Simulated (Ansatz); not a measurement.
Si₂Os in space group Fddd (No. 70; Si on 16f, Os on 8a) under volume change, plane-wave PAW PBE (Ansatz code), shape and atoms relaxed at each volume.

| V (Å³/atom) | E − E(relaxed) (meV/atom) | P (GPa) |
|---|---|---|
| 12.316 | 82.8 | 23.87 |
| 12.722 | 34.5 | 14.49 |
| 13.128 | 8.1 | 6.60 |
| 13.534 | 0.0 | 0.00 |
| 13.940 | 7.2 | -5.48 |
| 14.346 | 27.0 | -10.00 |

Question: What does a third-order Birch–Murnaghan fit give for V₀, B₀ and B′?

Answer: V₀ = 13.54 Å³/atom, B₀ = 199 GPa, B′ = 5.0.

A made-up cell: these elements were put on the sites of a structure type; neither database checked (COD, Materials Project) lists it. Whether it is the stable phase at ambient conditions was not checked. The PBE relaxation kept the symmetry of its start; its stability against distortions is not shown here. No spin polarisation was allowed. Spin–orbit coupling is left out wherever it is not named.

Potentials: the earlier of the program's two PAW sets.
